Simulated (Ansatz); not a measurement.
GaSb (zinc blende)

```
GaSb
1.0
    0.00000     6.21351     6.21351
    3.10675     0.00000     3.10675
    3.10675     3.10675     0.00000
Sb Ga
2 2
Direct
  0.37500   0.75000   0.75000
  0.87500   0.75000   0.75000
  0.00000   0.00000   0.00000
  0.50000   0.00000   0.00000
```

In this cell atom 1 (Sb, nearest neighbour Ga at 2.691 Å; its periodic images, 4.4 Å or more away, move with it) is moved by s along Cartesian z, unit vector (0.000, 0.000, 1.000); all other atoms and the cell stay fixed.

All values below come from PBE (plane waves to 420 eV, PAW, scalar-relativistic; Ansatz, a program for electronic structure). k mesh 11×11×11 (Γ-centred), Fermi-Dirac smearing 0.05 eV. E stands for the smeared free energy. With partly filled bands, energies and forces of such displacements shift with the k mesh and the smearing. At this level the bands of GaSb touch or barely overlap; measurements give the solid a gap. GaSb was relaxed with its symmetry unable to fall. Spin-orbit coupling is left out, though Sb is heavy. The zero of ΔE is the undisplaced structure. The last digit holds for this mesh only.

```json
[
 {"s (Å)": "-0.810", "ΔE (meV/cell)": "2049.2"},
 {"s (Å)": "-0.648", "ΔE (meV/cell)": "withheld"},
 {"s (Å)": "-0.486", "ΔE (meV/cell)": "842.2"},
 {"s (Å)": "-0.324", "ΔE (meV/cell)": "390.9"},
 {"s (Å)": "-0.162", "ΔE (meV/cell)": "100.7"},
 {"s (Å)": "0.000", "ΔE (meV/cell)": "0.0"},
 {"s (Å)": "0.162", "ΔE (meV/cell)": "100.4"},
 {"s (Å)": "0.324", "ΔE (meV/cell)": "392.0"},
 {"s (Å)": "0.486", "ΔE (meV/cell)": "848.5"},
 {"s (Å)": "0.648", "ΔE (meV/cell)": "1426.7"},
 {"s (Å)": "0.810", "ΔE (meV/cell)": "2071.1"}
]
```

Task: Fit a polynomial form (powers 2, 3, 4) to the given rows and predict ΔE at s = -0.648.

Result: Least squares on the 10 given rows: ΔE = (3828)·s² + (20.34)·s³ + (-1049)·s⁴, in meV/cell with s in Å; root-mean-square residual 0.86 meV/cell. At -0.648 the fit gives 1416.9 meV/cell; the calculation gives 1413.6 meV/cell, so the interpolation is off by 3.3 (+0.2 %). The quadratic term alone would give 1607.4 meV/cell.

(For displaced atoms, the force is minus the slope of the energy, and its curvature is a force constant, which sets phonon frequencies.)
